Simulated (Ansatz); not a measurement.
SiNi: reading a single point

```
Ni Si
1.0
     5.25245    0.00000    0.00000
     0.00000    3.38184    0.00000
     0.00000    0.00000    5.69313
Ni Si
4 4
Direct
  0.00785 0.25000 0.18731
  0.49215 0.75000 0.68731
  0.50785 0.25000 0.31269
  0.99215 0.75000 0.81269
  0.32152 0.75000 0.08166
  0.17848 0.25000 0.58166
  0.82152 0.75000 0.41834
  0.67848 0.25000 0.91834
```

The numbers come from plane-wave PAW DFT (Ansatz): PBE, no spin polarisation, 420 eV, 7×10×6 Γ-centred k points, fermi-dirac occupations (width 0.1 eV). Nothing was relaxed.

**Question.** What happens at the Fermi level?

**Answer.** It is a metal, with about 2.3 states/eV a cell as the mean within 0.25 eV of the Fermi level, mostly Ni d (51 %) and Si p (35 %).

**Question.** What does the stress say?

**Answer.** The pressure is -5.5 GPa (compression positive), so with the atoms held at these fractions the cell would first shrink.

**Question.** Which atom feels the largest force, and which way?

**Answer.** The largest is on Ni2 (and as large on other atoms): 0.14 eV/Å, components (0.05, 0.00, 0.13). It makes 112° with the line to a nearest neighbour, Si7 at 2.31 Å.

**Question.** Give the Bader charges.

**Answer.** Bader charges in e: Si +0.38, Ni -0.38. In the mean Si gives up most and Ni takes most.

**Question.** What is the formation energy?

**Answer.** -0.50 eV an atom against the elements' usual phases (free molecules for gases, crystals otherwise, with no correction for O₂ or N₂), so it is bound against them; other compounds may still compete. Relaxing would lower it.

Origin: a database entry at a rescaled volume. Caveats: no spin polarisation, so a magnetic state may lie lower.
